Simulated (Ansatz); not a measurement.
Level: r2SCAN, no spin polarisation; 500 eV; 5×5×5 Γ-centred mesh; fermi-dirac occupations (width 0.1 eV); Ansatz 0.2.0, fixed geometry.

Computed maps in the lattice plane spanned by a (left to right, 6.68 Å, 20 points from zero) and b (bottom to top, 7.31 Å, 22 points from zero), 117° apart, at height 0.818 along c. The fields are smooth PAW ones with compensation charges, not the true ones near nuclei.

Valence density. Digits on a logarithmic scale: 0 up to 0.03 e/Å³, each further digit a factor of 1.6, 9 from 1.3 e/Å³ up:
```
79875544332223344456
66654443333333344445
44433333333333333334
33222222333332222223
22111112233221111122
11000001222100000111
21000001111000001222
32000011211000013444
53100133332100245676
53112455553212468987
53235677764224699998
53357999864336894797
43469999864347996996
33579999753357999974
24689998642346888643
24678876421245665421
34678765311123433111
35788764210111111012
56999754211000001123
69999754321100012234
89999654332111123445
89997554432212234456
```

ELF. Ten even steps from '0' (0.00) to '9' (0.88):
```
32334444310000134444
44443343101100134334
44321221012210122123
22101110022200111012
10000000122100000000
00000000111000000000
10000000000000000011
52000000000000014666
74100134442000268999
85004788886202799999
83038999997106999899
71289988997128983499
31699647995059974899
12897448982179999996
05887578850179999971
15788887510168998610
15788875200035663000
25555553100001100000
33312332100000000012
32001333221000001234
30001344421000013444
30013454420000134554
```

**Question.** The cell is GeSe3Cl2. Which atoms lie within 0.2 Å of this plane, and where (fractions of a and b)?

**Answer.** Cl at (0.81, 0.44), Ge at (0.12, 0.05). The whole cell:
```
CELL_PARAMETERS angstrom
0.00000 6.67726 0.00000
6.49893 -3.33863 0.00000
-1.21734 3.33863 -7.71067
ATOMIC_POSITIONS crystal
Cl 0.80990 0.43770 0.81790
Cl 0.19010 0.56230 0.18210
Se 0.11170 0.81560 0.59220
Se 0.88830 0.18440 0.40780
Ge 0.11970 0.05400 0.81460
Ge 0.88030 0.94600 0.18540
Se 0.28640 0.00000 0.00000
Se 0.71360 0.00000 0.00000
Cl 0.58600 0.80290 0.63090
Cl 0.41400 0.19710 0.36910
Se 0.29840 0.37200 0.77520
Se 0.70160 0.62800 0.22480
```

Origin: a known structure type with other elements, at an estimated volume, so it need not be a known compound. Caveats: many states at the Fermi level without spin polarisation, so a magnetic state may lie lower; atoms or cell far from equilibrium.
